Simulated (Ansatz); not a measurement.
Relaxed lattice of As$_{2}$Se against the dispersion correction

Method: plane-wave DFT with PAW (Ansatz; 420 eV, 500 eV for r²SCAN). Each run relaxes cell and atoms to zero pressure from this start:

```
As Se
1.0
    -3.52942    3.52942    2.65357
     3.52942   -3.52942    2.65357
     3.52942    3.52942   -2.65357
As Se
4 2
Direct
  0.87500 0.12500 0.75000
  0.37500 0.12500 0.25000
  0.87500 0.62500 0.75000
  0.87500 0.12500 0.25000
  0.50000 0.50000 0.00000
  0.25000 0.75000 0.50000
```

| Quantity | Value |
| --- | --- |
| Γ-centred k-mesh | 8×8×8 |
| occupation rule | Gaussian smearing, 0.1 eV |
| spin treatment | unpolarised |

Lengths are those of the conventional cell, space group I4_1/amd.

```
dispersion correction a (Å) c (Å) volume (Å³/atom) gap on mesh (eV)
         PBEsol, none  6.940  5.231             21.00             metal
       PBEsol, D3(BJ)  6.815  5.214             20.18             metal
   PBEsol, D3(BJ)+ATM  6.833  5.216             20.29             metal
           PBEsol, D4  6.860  5.218             20.47             metal
         r2SCAN, none  7.028  5.244             21.59             metal
```

What does r2SCAN, rVV10 give?

It gives:

```
dispersion correction a (Å) c (Å) volume (Å³/atom) gap on mesh (eV)
        r2SCAN, rVV10  6.987  5.238             21.31             metal
```

Cost: 6 runs of about 9.6 core-minutes in all, on Intel Xeon 6975P-C (Granite Rapids) (shared hosts).